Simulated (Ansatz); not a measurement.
# Equation of state of CdAg

A database entry relaxed whole under r2SCAN (Pm-3m):

```
Cd Ag
1.0
     3.34565    0.00000    0.00000
     0.00000    3.34565    0.00000
     0.00000    0.00000    3.34565
Cd Ag
1 1
Direct
  0.50000 0.50000 0.50000
  0.00000 0.00000 0.00000
```

The cell was scaled uniformly, its shape held, and the atoms relaxed at each volume with plane-wave PAW DFT (Ansatz 0.2.0; r2SCAN, 500 eV, 10×10×10 Γ-centred mesh, fermi-dirac occupations of width 0.100 eV; no spin, no spin-orbit coupling). One row is withheld.

| volume (Å³/atom) | energy over the lowest (meV/atom) | pressure (GPa) |
| --- | --- | --- |
| 17.601 | 20.6 | 6.40 |
| 17.976 | 8.6 | 3.96 |
| 18.350 | 2.0 | 1.83 |
| 18.725 | 0.0 | -0.03 |
| 19.099 | 2.1 | -1.66 |
| 19.474 | ? | ? |
| 19.848 | 16.6 | -4.33 |

Q: Fit the pressures of the other rows to the third-order Birch-Murnaghan form.

A: With f = [(V₀/V)^(2/3) − 1]/2 and P = 3B₀f(1 + 2f)^(5/2)[1 + 3(B₀′ − 4)f/2], least squares gives V₀ = 18.72 Å³ an atom, B₀ = 87.3 GPa and B₀′ = 5.7; the rows miss the fit by less than 0.01 GPa. The slope of the energies differs from these pressures by less than 0.05 GPa.

Q: What does the withheld row hold?

A: The fit gives -3.09 GPa at 19.474 Å³; the run gave -3.09 GPa and 7.8 meV an atom.

Caveats: the shape of the cell was held; 0 K, fixed nuclei; the symmetry was kept, and this need not be the phase that is stable at 0 K; one mesh for all volumes; pressure is positive in compression.
